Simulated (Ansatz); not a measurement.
AlNi (CsCl type, Pm-3m) under volume change, r²SCAN in the plane-wave PAW code Ansatz, shape and atoms relaxed at each volume.

| V (Å³/atom) | E − E(relaxed) (meV/atom) | P (GPa) |
|---|---|---|
| 10.681 | 61.8 | 20.37 |
| 11.033 | 25.9 | 12.46 |
| 11.385 | 6.1 | 5.73 |
| 11.738 | 0.0 | 0.00 |
| 12.090 | 5.5 | -4.89 |
| 12.442 | 21.0 | -9.07 |
| 12.794 | 44.9 | -12.63 |

### Question
What does a third-order Birch–Murnaghan fit give for V₀, B₀ and B′?

### Answer
V₀ = 11.74 Å³/atom, B₀ = 176 GPa, B′ = 4.3.

The r²SCAN relaxation kept the symmetry of its start; of distortions, only those at the zone centre were tested. The run is not spin-polarised.

Potentials: the later of the program's two PAW sets.
